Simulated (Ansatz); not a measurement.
SnSe:
```
CELL_PARAMETERS angstrom
     11.67335     0.00000     0.00000
      0.00000     4.12328     0.00000
      0.00000     0.00000     4.64961
ATOMIC_POSITIONS crystal
  Sn 0.62093 0.75000 0.37715
  Sn 0.37907 0.25000 0.62285
  Sn 0.87907 0.25000 0.87715
  Sn 0.12093 0.75000 0.12285
  Se 0.14720 0.25000 0.51455
  Se 0.85280 0.75000 0.48545
  Se 0.35280 0.75000 0.01455
  Se 0.64720 0.25000 0.98545
```

Relaxed with r²SCAN+D4.

### Question
Map the electron localisation function on the plane through (0.621, 0.750, 0.377) spanned by u = [1, 0, 0] and v = [0, 0, 1] in lattice vectors, from DFT-r²SCAN+D4 in the program Ansatz with PAW potentials.

### Answer
x is the fraction of u, y of v (the angle between them is 90°; rows are the nearest grid lines); atoms in the plane: Sn at (0.00, 0.00), Sn at (0.50, 0.75), Se at (0.23, 0.11), Se at (0.73, 0.64).
```
|  .:-#@@%*#@@@+..:::::..  .:::.. .++=.  |
|  .:-*%@@@@@@%=..---:::..:-+**=:..=+=.  |
|  :::=#%@@@@@*:.----:::.:=*%%%#+:.-==:  |
|..:::-*%%@@@%=.:==-..:::-*%@@@@%=..==-:.|
|:-::.:-*#%%#+..-+=:  :::+#@@@@@@#:.----:|
|-::....-+++=:..=+=.  .:-*%@@%@@@%=..----|
|:::..  .:::.  :++=.  .:-#@@#*#@@@*...:::|
|:...          :**=.  .-=%@%+:-%@@#: ...:|
|...           :**+:  :-=%@%- .*@@#:   ..|
|              .*#+=::--=%@%- .*@@#:     |
|              .=#*+=---=#@%+:-#@%*:     |
|        ...    -##*+=--=#%%#**%%%+.     |
|       .:::..  .=##*=-:-+%%%%%%%#=.     |
|      .-=+=-:   :+**=:..=#%%%%%#+:      |
|.    .-*###+-.   :--.. .:+#%%%#+-.   ...|
|-:. .:+#%%%#*-.    .    .-+*#*+-.   :---|
|+=:.:=#%%%%%#+:          .-===-.   :+**+|
|+=-:-*%%%%%%%#=.          .:::.   .+##*+|
|==--=#%%#+*%%%+.            ..    -##*+=|
|----=#@%+:-#@%#:                 .+#*+=-|
|.:--=%@%- .*@@#:                 :*#+=:.|
|  :-=%@%- .#@@#:  ....           :**+:  |
|  .--#@@+:=%@@#: ..::..          :**=.  |
|  .:-#@@%*#@@@+..:::::..  .:::.. .++=.  |
```
Scale: ten equal steps from 0.000 (start of ' ') to 0.848 (end of '@'), in the order ' .:-=+*#%@'; x runs from 0.000 to 1.00, y from 0.000 (bottom) to 1.00 (top).

The density is the valence pseudo-density with augmentation charge, so density and ELF within about 1 Å of a nucleus are not all-electron values.

Space group Pnma. Symmetry was held in the r²SCAN+D4 relaxation. Spin–orbit coupling is left out wherever it is not named.

Potentials: the earlier of the program's two PAW sets. The files were generated under PBE; for other functionals the program regenerates the frozen cores, and for LDA and PBEsol the local potential too.
